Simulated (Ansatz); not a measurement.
**YB2Ir3: computed property card**

YB2Ir3:
```cif
data_B2Ir3Y
_chemical_formula_sum 'B2 Y1 Ir3'
_space_group_name_H-M_alt 'P6/mmm'
_space_group_IT_number 191
_space_group_name_Hall '-P 6 2'
_cell_length_a 5.40815
_cell_length_b 5.40815
_cell_length_c 3.12414
_cell_angle_alpha 90.000
_cell_angle_beta 90.000
_cell_angle_gamma 120.000
loop_
_atom_site_label
_atom_site_type_symbol
_atom_site_symmetry_multiplicity
_atom_site_Wyckoff_symbol
_atom_site_fract_x
_atom_site_fract_y
_atom_site_fract_z
_atom_site_occupancy
B1 B 2 c 0.33333 0.66667 0.00000 1
Y1 Y 1 a 0.00000 0.00000 0.00000 1
Ir1 Ir 3 g 0.50000 0.50000 0.50000 1
```

Space group P6/mmm (No. 191); conventional cell a = b = 5.408 Å, c = 3.124 Å, α = β = 90.00°, γ = 120.00°.

Method: DFT-PBEsol in the program Ansatz with PAW potentials. Structure relaxed to zero pressure with the same functional. Other levels are named where they apply.

**Cell and energy**

- Volume per atom = 13.19 Å³
- Density = 14.42 g/cm³
- Formation energy from the elements (no fitted shifts) = -0.70 eV/atom

**Electronic structure**

Electronic character: metallic (no gap)
Density of states at the Fermi level: 0.34 states/eV per atom (mean over ±0.08 eV)
Gap with spin–orbit coupling: none (metallic)

**Mechanics**

- Bulk modulus (Birch–Murnaghan fit) = 265 GPa
- Pressure derivative B′ = 4.3

**Charges**

- Bader charges = B +0.09, Y +1.71, Ir -0.63 e

The workflow started from an entry of the Crystallography Open Database (COD); the relaxed space group is not among those it files for this formula. COD files the formula under space group No. 12, so this cell is another polymorph or a model. Whether it is the stable phase at ambient conditions was not checked. Symmetry was held in the PBEsol relaxation; its stability against distortions is not shown here. The run is not spin-polarised. The references are the lowest solids computed at this level, not always the standard phases. Spin–orbit coupling is left out wherever it is not named.

Potentials: the later of the program's two PAW sets.
